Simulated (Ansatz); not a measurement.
## Relaxing Ag

Method: DFT r2SCAN, scalar-relativistic, plane waves, PAW in Ansatz. Settings: 500 eV cutoff, 10×10×6 k-mesh, Gaussian smearing of 0.10 eV, no spin polarisation.

What was changed in K: K → Ag on all its sites, cell and atoms relaxed.

Command:

```bash
ansatz run input.yaml --threads 1 --pin off --max-ram 2560MiB --backend cpu --events-out ev --progress --plain --runs-dir out
```

Input:

```yaml
crystal:
  lattice:
    - [2.746615399, -2.7466161026, 0.0]
    - [2.746615399, 2.7466161026, 0.0]
    - [0.0, 0.0, 6.7850642573]
  atoms:
    - { symbol: Ag, position: [0.5, 0.0, 0.2984236294] }
    - { symbol: Ag, position: [0.0, 0.5, 0.7015763706] }
    - { symbol: Ag, position: [0.0, 0.5, 0.2984236294] }
    - { symbol: Ag, position: [0.5, 0.0, 0.7015763706] }
    - { symbol: Ag, position: [0.0, 0.0, 0.0] }
basis:
  ecutwfc: 500
kpoints:
  mp_grid: { grid: [10, 10, 6] }
hamiltonian:
  xc: r2scan
scf:
  occupations: { method: gaussian, width: 0.1 }
output:
  forces: true
  stress: true
  eigenvalues: true
relax:
  adjacent_minimum: "off"
  f_tol: 0.01
  max_steps: 60
  cell: { stress_tol: 0.1 }
```

F is the free energy. Steps run on the plane waves of an earlier cell, but the last one, and at times one on the way, on a freshly chosen basis, so a repeated geometry can differ a little in energy.

Steps:

```tsv
step	F − F(1) (eV)	largest force component (eV/Å)	V (Å³/atom)	P (GPa)
1	0.0000	0.030	20.474	-0.03
2	-0.0017	0.015	20.464	0.04
3	-0.0018	0.002	20.480	-0.02
4	-0.0018	0.002	20.480	-0.02
```

Relaxed structure:

```cif
data_structure
_symmetry_space_group_name_H-M 'P 1'
_symmetry_Int_Tables_number 1
_cell_length_a 3.8710
_cell_length_b 3.8710
_cell_length_c 6.8335
_cell_angle_alpha 90.000
_cell_angle_beta 90.000
_cell_angle_gamma 90.000
_cell_volume 102.40
loop_
_atom_site_label
_atom_site_type_symbol
_atom_site_fract_x
_atom_site_fract_y
_atom_site_fract_z
_atom_site_occupancy
Ag1 Ag 0.50000 0.00000 0.29854 1
Ag2 Ag 0.00000 0.50000 0.70146 1
Ag3 Ag 0.00000 0.50000 0.29854 1
Ag4 Ag 0.50000 0.00000 0.70146 1
Ag5 Ag 0.00000 0.00000 0.00000 1
```

It takes space group P4/mmm (No. 123, tetragonal). Conventional cell: a = 3.871 Å, b = 3.871 Å, c = 6.833 Å, α = 90.00°, β = 90.00°, γ = 90.00°. Ag (site symmetry 2mm) has 7 Ag at 2.74 to 2.81 Å as nearest neighbours. Around Ag (site symmetry 4/mmm) lie 8 Ag at 2.81 Å.

The run converged. Time: 2.5 min on 1 thread of Intel(R) Xeon(R) Processor @ 2.70GHz, on a shared host, peak memory 0.83 GiB.